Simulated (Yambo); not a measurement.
G0W0@PBEsol for PdCdF$_{6}$ (space group R-3, No. 148) in Yambo (2×2×2 mesh, 7 Ry block, plasmon pole, screening fixed), without a terminator:

| bands N in G | gap F → F (eV) | shift of the valence edge (eV) |
|---|---|---|
| 79 | 4.558 | -0.597 |
| 120 | 4.476 | -0.784 |
| 174 | 4.468 | -0.924 |

Extrapolate both columns to infinite N with E(N) = E∞ + A/N, test the form, and compare with the terminator.

From two points, E∞ = (N2 E2 − N1 E1)/(N2 − N1). The two largest N give 4.45 eV for the gap and -1.24 eV for the shift; the two smallest give 4.32 eV and -1.14 eV. For the gap the slopes A are 19 and 3.1 eV: the form isn't reached, and its limit is uncertain. For the shift the slopes A are 43 and 54 eV: the form isn't reached, and its limit is uncertain. With the Bruneval-Gonze terminator and 174 bands the run gives 4.44 eV and -1.15 eV, 0.01 eV and 0.08 eV from the extrapolated values: the terminator too is an estimate of the remainder. Block, mesh and the bands in W are held fixed.

Spin-orbit coupling is not included.

Geometry of the Materials Project entry, not relaxed at this level; primitive cell a = 5.648 Å, b = 5.648 Å, c = 5.648 Å, α = 53.19°, β = 53.19°, γ = 53.19°.

A shift is the quasiparticle energy of the state minus its PBEsol energy.
